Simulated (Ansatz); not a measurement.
In2Se3:
```
CELL_PARAMETERS angstrom
      3.97406     0.00000     0.00000
     -1.98703     3.44164     0.00000
      0.00000     0.00000     9.86979
ATOMIC_POSITIONS crystal
  In 0.33333 0.66667 0.18928
  In 0.66667 0.33333 0.81072
  Se 0.00000 0.00000 0.00000
  Se 0.33333 0.66667 0.67657
  Se 0.66667 0.33333 0.32343
```

The program Ansatz at the r²SCAN level (PAW) gives a gap of 0.51 eV without spin–orbit coupling, maximum on the K–Γ line, 54 % of the way from K, minimum at M.

Problem. What happens when spin–orbit coupling is switched on?

Solution. The gap decreases by 0.01 eV, to 0.50 eV; maximum on the K–Γ line, 55 % of the way from K, minimum at M.

Problem. Give the electron effective mass with spin–orbit coupling.

Solution. 0.16, 0.30, 0.65 mₑ (principal values).

Problem. Give the hole effective mass with spin–orbit coupling.

Solution. 0.35, 2.2, 2.8 mₑ (principal values).

Space group P-3m1 (La2O3 or Ni2Al3 type). The cell is a constructed one: a structure type filled with these elements; neither database checked (COD, Materials Project) lists it. COD files the formula under space group No. 160, 166, 169, 170, so this cell is another polymorph or a model. Its standing as an ambient phase is unchecked. The cell was relaxed with r²SCAN under the symmetry of its start; its stability against distortions is not shown here.

Potentials: the earlier of the program's two PAW sets.
